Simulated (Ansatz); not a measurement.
The geometry is COD entry 1523469, unchecked; take it as a test cell. The listed cell was then made from it by scaling, straining or moving an atom.

TiPd: DFT, PBEsol, all-electron LAPW, scalar-relativistic (Ansatz 0.2.0). What sets it apart from a plain run of this crystal: equal xx and yy strain of +2 %.

Command: `ansatz run input.yaml --threads 1 --pin off --max-ram 3072MiB --backend cpu --events-out ev --progress --plain --runs-dir out` The run took 50 s on 1 thread of Intel(R) Xeon(R) Platinum 8488C (Sapphire Rapids), with other jobs on the host, peak memory 0.78 GiB.

```yaml
crystal:
  lattice:
    - [3.2436, 0.0, 0.0]
    - [0.0, 3.2436, 0.0]
    - [0.0, 0.0, 3.18]
  atoms:
    - { symbol: Ti, position: [0.5, 0.5, 0.5] }
    - { symbol: Pd, position: [0.0, 0.0, 0.0] }
kpoints:
  mp_grid: { grid: [13, 13, 13] }
  band_path:
    path:
      - [0.0, 0.0, 0.0]
      - [0.0, 0.5, 0.0]
      - [0.5, 0.5, 0.0]
      - [0.0, 0.0, 0.0]
      - [0.0, 0.0, 0.5]
      - [0.0, 0.5, 0.5]
      - [0.5, 0.5, 0.5]
      - [0.0, 0.0, 0.5]
      - [0.0, 0.5, 0.0]
    npoints: 5
scf:
  occupations: { method: fermi_dirac, width: 0.08 }
hamiltonian:
  xc: pbesol
  pseudopotentials: { kind: all_electron, lapw: { basis_error: 0.0005 } }
output:
  forces: true
  stress: true
  eigenvalues: true
```

Output:

```
LAPW: plane waves up to 8.331 Å⁻¹, error target 5.0e-4 eV per atom; small_component_spin mean_spin; Ti in spheres of 1.365 Å, 12 of its electrons in bands, Dirac shells []; Pd in spheres of 1.425 Å, 28 of its electrons in bands, Dirac shells []
Engine: ansatz 0.2.0
Pseudopotentials: kind: all_electron
Pseudopotential: Ti, LAPW, valence charge 12, Koelling and Harmon's equation, gaussian nucleus
Pseudopotential: Pd, LAPW, valence charge 28, Koelling and Harmon's equation, gaussian nucleus
Functional definition: PBEsol
  exchange = pbesol_x
  correlation = pbesol_c
Crystal: 2 atoms, lattice volume = 33.457 Å³
Basis set: ecut = 264.4625565852099 eV, 333 PW (Γ), exchange–correlation at level 2
Bands: 24, of which v1, the nominal top of the filled ones, is band 20 counted from 1 (19 counted from 0)
Symmetry: 16 space group operations
Space group: P4/mmm (ITA 123), of the structure as read, at distance tolerance 3.2e-5 Å
k-points: 196 of 2197
Non-local potential: Ti, projectors of the file, none
Non-local potential: Pd, projectors of the file, none
Initial density: superposition of atomic densities (chi_scale 0.1, normalization cell, long waves kept (reshape's long-wave potential 0.00 eV rms))
Initial wavefunctions: plane waves of lowest kinetic energy (no species holds an atomic orbital)
Functional: x = pbesol(κ = 0.804, μ = 0.12345679012345678), c = pbesol(β = 0.046)
iter 1 solved again at ethr=4.93e-2 eV; its pass at ethr=1.00e-1 eV (dr2=1.97e1 eV) is discarded
SCF iter   1: F=—  HF=-160454.056189 eV  |F-HF|=—  |Δ(HF+E_count)|=         —  Δρ=1.78e-1  dr2=1.97e1  ethr=4.93e-2  ⟨swp⟩=2.0  Hψ=30581  notcnv=0
preconditioner: auto → Kerker (q_TF=auto, 2.811 Å⁻¹)  [metal: Δε(μ)=0.002 eV  Ē_g=3.639 eV  σ=0.080 eV  W_gap=0.01  n_scr=18 (ndim 8)  ℏωp=24.0 eV  f_vac=0.000  D(μ)=5.27/eV (n_scr^D=80)]
SCF iter   2: F=—  HF=-160473.548999 eV  |F-HF|=—  |Δ(HF+E_count)|=    1.95e1  Δρ=1.52e-1  dr2=1.41e1  ethr=4.93e-2  ⟨swp⟩=3.0  Hψ=14427  notcnv=0
SCF iter   3: F=—  HF=-160454.214050 eV  |F-HF|=—  |Δ(HF+E_count)|=    1.93e1  Δρ=9.62e-2  dr2=5.81e0  ethr=3.53e-2  ⟨swp⟩=2.0  Hψ=13922  notcnv=0
iter 4 solved again at ethr=2.05e-4 eV; its pass at ethr=1.45e-2 eV (dr2=8.19e-2 eV) is discarded
SCF iter   4: F=—  HF=-160449.135940 eV  |F-HF|=—  |Δ(HF+E_count)|=    5.08e0  Δρ=1.18e-2  dr2=8.20e-2  ethr=2.05e-4  ⟨swp⟩=2.0  Hψ=24418  notcnv=0
SCF iter   5: F=—  HF=-160448.960198 eV  |F-HF|=—  |Δ(HF+E_count)|=         —  Δρ=6.59e-3  dr2=1.82e-2  ethr=2.05e-4  ⟨swp⟩=2.9  Hψ=15292  notcnv=0
the basis was enlarged: its passes take 224.6 KiB over the memory plan, 1 of 1 planned eigensolver slots
SCF iter   6: F=—  HF=-160448.955155 eV  |F-HF|=—  |Δ(HF+E_count)|=   5.04e-3  Δρ=2.40e-3  dr2=3.13e-3  ethr=4.55e-5  ⟨swp⟩=2.0  Hψ=14441  notcnv=0
SCF iter   7: F=—  HF=-160448.955169 eV  |F-HF|=—  |Δ(HF+E_count)|=   1.48e-5  Δρ=2.22e-3  dr2=3.05e-3  ethr=7.81e-6  ⟨swp⟩=2.0  Hψ=14442  notcnv=0
SCF iter   8: F=—  HF=-160448.954404 eV  |F-HF|=—  |Δ(HF+E_count)|=   7.66e-4  Δρ=3.00e-4  dr2=5.90e-5  ethr=7.61e-6  ⟨swp⟩=2.0  Hψ=14232  notcnv=0
SCF iter   9: F=—  HF=-160448.954434 eV  |F-HF|=—  |Δ(HF+E_count)|=   3.08e-5  Δρ=4.64e-4  dr2=1.48e-4  ethr=1.47e-7  ⟨swp⟩=2.0  Hψ=14438  notcnv=0
SCF iter  10: F=—  HF=-160448.954402 eV  |F-HF|=—  |Δ(HF+E_count)|=   3.25e-5  Δρ=2.33e-4  dr2=3.72e-5  ethr=1.47e-7  ⟨swp⟩=2.0  Hψ=14438  notcnv=0
SCF iter  11: F=—  HF=-160448.954391 eV  |F-HF|=—  |Δ(HF+E_count)|=   1.07e-5  Δρ=6.84e-5  dr2=2.78e-6  ethr=9.31e-8  ⟨swp⟩=2.0  Hψ=14438  notcnv=0
SCF iter  12: F=—  HF=-160448.954390 eV  |F-HF|=—  |Δ(HF+E_count)|=   1.03e-6  Δρ=9.19e-6  dr2=3.07e-8  ethr=6.96e-9  ⟨swp⟩=2.0  Hψ=14436  notcnv=0
SCF iter  13: F=-160448.954390 eV  HF=-160448.954390 eV  |F-HF|=1.60e-9  |Δ(HF+E_count)|=   1.68e-8  Δρ=1.75e-6  dr2=1.60e-9  ethr=7.67e-11  ⟨swp⟩=2.0  Hψ=14442  notcnv=0
SCF 1 converged in 13 iterations: F = -160448.954390 eV  dr2 = 1.60e-9
NSCF: frozen V_eff on 41 k-points
SCF converged after 13 iterations
Free energy (F): -160448.954390 eV
Harris-Foulkes:  -160448.954390 eV  (|F-HF|=1.60e-9)
Internal energy: -160448.886299 eV  (E = F + TS)
E sigma→0 (E₀):  -160448.920345 eV
Entropy (-TS):   -0.068091 eV (-34.046 meV/atom)
Fermi energy:    16.928008 eV
--- Per-component energies (eV) ---
  E_band       = -3409.674351
  E_kinetic    = 166638.397398
  E_xc         = -4975.372016
  E_electrostatic = -322111.911682  (all electrons and nuclei)
  E_smearing   = -0.068091  (= −TS)
  E_closure    = 0.000000  (closes the sum)
  E_atoms      = -160436.402818  (free atoms, spherical and without spin; not in F)
  Σ components = -160448.954390   (vs F -160448.954390, Δ=0.00e0)
  Basis errors (estimates in eV, not in F): energy 1.0e-4 per atom: plane waves 8.0e-5 (4.1e-5 summed), levels above the bands 3.9e-16, relativity 1.2e-8, radial functions 2.2e-5, core shells 1.4e-7; eigenvalues (radial functions only) 7.7e-7; not estimated: angular momenta, meshes, grids; target (lapw.basis_error) 5.0e-4; muffin-tin radii Ti 1.365 Å, Pd 1.425 Å
--- Forces (eV/Å), atoms counted from 1 ---
  atom   1  Ti    -0.00000000     0.00000000     0.00000000
  atom   2  Pd    -0.00000000     0.00000000     0.00000000
  max |Σ_I F_I| component: 9.07e-30 eV/Å
--- Stress (GPa, compression-positive) ---
      -11.660656      -0.000000       0.000000
       -0.000000     -11.660656      -0.000000
        0.000000      -0.000000     -12.205069
  P = ⅓ Tr σ = -11.8421 GPa (-118.421 kbar)
--- Band table (eV; the first three rows and the last of 196) ---
  k-point 0: bands = ["-308.3871", "-308.3828", "-308.3828", "-308.3741", "-308.3703", "-67.9496", "-40.4186", "-33.6721", "-33.6721", "-33.6652", "-16.6890", "-16.6890", "-16.6577", "9.8102", "12.0959", "12.1088", "14.0051", "14.0974", "14.0974", "17.2989", "17.4164", "18.9338", "18.9443", "18.9443"]
  k-point 1: bands = ["-308.3871", "-308.3828", "-308.3828", "-308.3741", "-308.3703", "-67.9495", "-40.4179", "-33.6718", "-33.6718", "-33.6675", "-16.6885", "-16.6885", "-16.6669", "9.9165", "12.1353", "12.1693", "14.0253", "14.0751", "14.0751", "17.3277", "17.3575", "18.8017", "18.8017", "18.9023"]
  k-point 2: bands = ["-308.3871", "-308.3828", "-308.3828", "-308.3741", "-308.3703", "-67.9491", "-40.4161", "-33.6738", "-33.6712", "-33.6712", "-16.6921", "-16.6871", "-16.6871", "10.2272", "12.2491", "12.3415", "14.0143", "14.0143", "14.0827", "17.1894", "17.3985", "18.4535", "18.4535", "18.8140"]
  k-point 195: bands = ["-308.3871", "-308.3828", "-308.3828", "-308.3741", "-308.3703", "-67.9441", "-40.3847", "-33.7013", "-33.6983", "-33.6983", "-16.7884", "-16.7882", "-16.7858", "12.7342", "12.7645", "12.8098", "14.8641", "14.9140", "15.3008", "15.5767", "15.6353", "19.0412", "19.1252", "23.2707"]
```

Spin polarisation is left out, and whether a magnetic state lies lower isn't shown here.
